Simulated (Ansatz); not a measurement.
TeO₂ in space group Aea2 (No. 41; Te on 4a, O on 8b), the program Ansatz at the LDA level (PAW), all energies at zero smearing, with the estimated change up to a 700 eV cutoff added, with one set of potentials and settings (totals compare only within such a set). Cell of 6 atoms (2 Te, 4 O): -15870.249 eV.

```
element                            reference phase  E (eV/atom)
-------  -----------------------------------------  -----------
Te                     P3_121, 3 atoms in the cell   -6827.2741
O        C2/m, 4 atoms in the cell, spin-polarised    -552.6597
```

Formation energy per atom, worked out: (-15870.249 − 2×(-6827.2741) − 4×(-552.6597))/6 = -0.844 eV/atom (-81 kJ per mol of atoms), at 0 K, without zero-point energy or fitted corrections.

The start of the workflow was typed in or built on a structure type; neither database checked (COD, Materials Project) lists it. COD files the formula under space group No. 19, 61, 92, 136. Whether it is the stable phase at ambient conditions was not checked. The LDA relaxation kept the symmetry of its start; its stability against distortions is not shown here. The volume moved by -61 % from the start of the relaxation. A crystal of weakly bound molecules computed without a dispersion correction: the cell and the soft elastic constants depend strongly on that. The references are the lowest solids computed at this level, not always the standard phases (solids in place of the gases). Scalar-relativistic: spin–orbit coupling is off unless named, which matters more the heavier the elements.

Potentials: the earlier of the program's two PAW sets. The files were generated under PBE; for other functionals the program regenerates the frozen cores, and for LDA and PBEsol the local potential too.
